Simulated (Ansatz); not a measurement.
ZrRu:
```
CELL_PARAMETERS angstrom
      3.23245     0.00000     0.00000
      0.00000     3.23245     0.00000
      0.00000     0.00000     3.23245
ATOMIC_POSITIONS crystal
  Ru 0.00000 0.00000 0.00000
  Zr 0.50000 0.50000 0.50000
```

Relaxed with PBEsol. Special points in fractions of this cell's reciprocal vectors: Γ (0.000, 0.000, 0.000); X (0.000, 0.500, 0.000); M (0.500, 0.500, 0.000); R (0.500, 0.500, 0.500).

Problem. List the band energies nearest the Fermi level at these points for plane-wave PAW PBEsol (Ansatz code).

Solution. In eV from the Fermi level; about four levels below and three above (degenerate sets whole), none deeper than 8.9 eV; points with the same levels are listed once.

| k | below | above |
|---|---|---|
| Γ | -4.98 -4.98 -1.67 -1.67 -1.67 | 1.80 1.80 4.97 4.97 4.97 |
| X | -1.72 -1.72 -1.17 -0.94 | 1.08 1.08 1.24 |
| M | -5.07 -4.74 -3.20 -3.20 | 0.02 0.62 1.65 1.65 |
| R | -2.74 -2.74 -2.74 -1.99 -1.99 -1.99 | 0.09 0.09 5.35 5.35 |

Space group Pm-3m (CsCl type). The workflow started from an entry of the Crystallography Open Database (COD). Its standing as an ambient phase is unchecked. The PBEsol relaxation kept the symmetry of its start; whether a distortion lowers the energy is not shown. The run is not spin-polarised. Spin–orbit coupling is left out wherever it is not named.

Potentials: the later of the program's two PAW sets.
